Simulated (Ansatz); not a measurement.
The relaxed structure here is a generated cell of Ge2Rh: the first start was made by a random draw of sites in a space group, and the end was not matched to a known phase here, so it may be hypothetical.

A relaxed structure of Ge₂Rh. These are r2SCAN (plane waves to 500 eV, PAW, scalar-relativistic; Ansatz, an electronic-structure program) values and carry that method's errors.

```
CELL_PARAMETERS angstrom
      4.30600     2.48607     2.91973
     -4.30600     2.48607     2.91973
      0.00000    -4.97214     2.91973
ATOMIC_POSITIONS crystal
  Ge 0.17603 0.88959 0.47474
  Ge 0.88959 0.47474 0.17603
  Ge 0.47474 0.17603 0.88959
  Ge 0.47474 0.88959 0.17603
  Ge 0.17603 0.47474 0.88959
  Ge 0.88959 0.17603 0.47474
  Rh 0.59699 0.90211 0.59699
  Rh 0.90211 0.59699 0.59699
  Rh 0.59699 0.59699 0.90211
```

**Question.** Determine the symmetry and give the standard cell with its independent sites.

**Answer.** Space group R3m, hexagonal axes (No. 160); a = b = 8.6120 Å, c = 8.7592 Å, α = β = 90.00°, γ = 120.00°

| atom | site | symmetry | x | y | z |
|---|---|---|---|---|---|
| Ge | 18c | 1 | 0.2946 | 0.0041 | 0.1801 |
| Rh | 9b | .m | 0.5650 | 0.1299 | 0.0320 |

**Question.** Give the shortest distances between elements (the closest pairs, up to four, under 3.6 Å).

**Answer.** Ge–Rh 2.40 Å; Ge–Ge 2.47 Å; Rh–Rh 2.63 Å.

```json
{
  "volume_per_atom": "20.84 Å³",
  "band_gap": "no gap (metallic)"
}
```

No spin polarisation in the result. The relaxed primitive cell holds an odd number of electrons. A magnetic state may lie lower.

The run could not lose the symmetry of its start: the end is stationary, and may be a saddle point rather than a minimum.
